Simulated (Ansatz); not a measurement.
**Pressure against volume: Ir**

```
CELL_PARAMETERS angstrom
0.00000 1.91970 1.91970
1.91970 0.00000 1.91970
1.91970 1.91970 0.00000
ATOMIC_POSITIONS crystal
Ir 0.00000 0.00000 0.00000
```

The cell comes from COD entry 9008470, which wasn't checked; take it as a given geometry.

Spin–orbit coupling is left out, though it moves levels of the heavy atoms by tenths of an eV or more.

Levels of theory: DFT, PBEsol, all-electron LAPW, scalar-relativistic (Ansatz 0.2.0); DFT, PBEsol, PAW with Ansatz's default frozen-core files, scalar-relativistic (Ansatz 0.2.0).

For LAPW: a Γ-centred 15×15×15 k mesh, Fermi–Dirac smearing of 0.05 eV, basis error target 0.5 meV/atom, no spin polarisation. PAW takes a cutoff of 420 eV at this cell (files made with PBE, cores remade for this functional). The Ansatz runs share mesh, smearing and spin set-up. Plane-wave (PAW) pressures include the program's estimate of the Pulay term.

The cell above is scaled evenly, with fractional coordinates and shape held.

```tsv
V/V(cell)	V (Å³/atom)	P, LAPW (GPa)	P, PAW (GPa)
0.9400	13.300	24.13	24.21
0.9405	13.307	23.86	23.95
0.9600	13.583	14.04	14.11
0.9800	13.866	5.10	5.15
0.9900	14.008	1.02	1.06
1.0000	14.149	-2.83	-2.79
1.0100	14.291	-6.44	-6.41
1.0200	14.432	-9.84	-9.81
1.0400	14.715	-16.04	-16.02
1.0600	14.998	-21.53	-21.51
```

Q: What do Birch–Murnaghan fits to the pressures give?

A: LAPW: V0 = 14.04 Å³/atom, B0 = 387 GPa, B0′ = 5.0; PAW: V0 = 14.05 Å³/atom, B0 = 387 GPa, B0′ = 5.0.

PAW's V0 lies 0.01 % from the all-electron value and its B0 0.1 %. Symmetry fixes shape and coordinates here, so this is the relaxed modulus.
